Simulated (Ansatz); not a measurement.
HfO2:
```yaml
crystal:
  lattice:
    - [3.23976, 0.00000, 0.00000]
    - [-1.61988, 2.80571, 0.00000]
    - [0.00000, 0.00000, 4.66381]
  atoms:
    - { symbol: Hf, position: [0.00000, 0.00000, 0.00000] }
    - { symbol: O, position: [0.33333, 0.66667, 0.20843] }
    - { symbol: O, position: [0.66667, 0.33333, 0.79157] }
```

Relaxed with PBE+D3(BJ). Special points in fractions of this cell's reciprocal vectors: Γ (0.000, 0.000, 0.000); M (0.500, 0.000, 0.000); K (0.333, 0.333, 0.000); A (0.000, 0.000, 0.500); L (0.500, 0.000, 0.500); H (0.333, 0.333, 0.500).

Q: List the band energies nearest the valence-band maximum at these points for the program Ansatz at the PBE+D3(BJ) with spin–orbit coupling level (PAW).

A: In eV from the valence-band maximum; about four levels below and three above (degenerate sets whole), none deeper than 8.9 eV; points with the same levels are listed once.

```tsv
k	below	above
Γ	-0.25 -0.25 -0.09 -0.09	4.98 4.98 5.08 5.08
M	-1.13 -1.13 -0.84 -0.84	4.48 4.48 5.80 5.80
K	-1.36 -1.36 -0.63 -0.63	4.53 4.53 6.09 6.09
A	-0.46 -0.46 -0.32 -0.32	4.96 4.96 4.99 4.99
L	-1.01 -1.01 -0.22 -0.22	4.88 4.88 6.15 6.15
H	-1.10 -1.10 -0.96 -0.96	5.34 5.34 6.27 6.27
```

Space group P-3m1 (CdI2 type). The cell is a constructed one: a structure type filled with these elements; neither database checked (COD, Materials Project) lists it. It is not the phase usual at ambient conditions (space group No. 14, 29). The PBE+D3(BJ) relaxation kept the symmetry of its start; whether a distortion lowers the energy is not shown. No spin polarisation was allowed.

Potentials: the earlier of the program's two PAW sets.
